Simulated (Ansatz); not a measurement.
Pressure against volume: SnO

```cif
data_structure
_symmetry_space_group_name_H-M 'P 1'
_symmetry_Int_Tables_number 1
_cell_length_a 3.8020
_cell_length_b 3.8020
_cell_length_c 4.8360
_cell_angle_alpha 90.000
_cell_angle_beta 90.000
_cell_angle_gamma 90.000
_cell_volume 69.91
loop_
_atom_site_label
_atom_site_type_symbol
_atom_site_fract_x
_atom_site_fract_y
_atom_site_fract_z
_atom_site_occupancy
Sn1 Sn 0.00000 0.50000 0.23850 1
Sn2 Sn 0.50000 0.00000 0.76150 1
O1 O 0.00000 0.00000 0.00000 1
O2 O 0.50000 0.50000 0.00000 1
```

The runs use the primitive cell with vectors (3.802, 0.000, 0.000), (0.000, 3.802, 0.000), (0.000, 0.000, 4.836) Å, to which the k mesh refers.

The cell is COD entry 9008956, as deposited and not checked against the literature; nothing was relaxed.

Spin–orbit coupling is left out, though it moves levels of the heavy atoms by tenths of an eV or more.

Levels of theory: DFT, PBEsol, all-electron LAPW, scalar-relativistic (Ansatz 0.2.0); DFT, PBEsol, PAW with Ansatz's default frozen-core files, scalar-relativistic (Ansatz 0.2.0).

For LAPW: a Γ-centred 8×8×6 k mesh, Fermi–Dirac smearing of 0.01 eV, basis error target 1 meV/atom, no spin polarisation. PAW takes a cutoff of 420 eV at this cell (files made with PBE, cores remade for this functional). The Ansatz runs share mesh, smearing and spin set-up. Plane-wave (PAW) pressures include the program's estimate of the Pulay term.

The cell above is scaled evenly, with fractional coordinates and shape held.

```tsv
V/V(cell)	V (Å³/atom)	P, LAPW (GPa)	P, PAW (GPa)
0.9400	16.428	6.69	6.72
0.9600	16.777	4.16	4.19
0.9800	17.127	1.90	1.93
0.9900	17.302	?	?
1.0000	17.476	-0.10	-0.07
1.0100	17.651	-1.00	-0.97
1.0200	17.826	-1.87	-1.84
1.0400	18.175	-3.51	-3.48
1.0600	18.525	-4.97	-4.95
```

Fill in the row V/V(cell) = 0.9900.

P, LAPW (GPa) = 0.86, P, PAW (GPa) = 0.89.

What do Birch–Murnaghan fits to the pressures give?

LAPW: V0 = 17.46 Å³/atom, B0 = 96 GPa, B0′ = 4.5; PAW: V0 = 17.46 Å³/atom, B0 = 95 GPa, B0′ = 4.5.

PAW's V0 lies 0.03 % from the all-electron value and its B0 -0.1 %. With shape and internal coordinates held, B0 is an upper bound to the relaxed modulus.
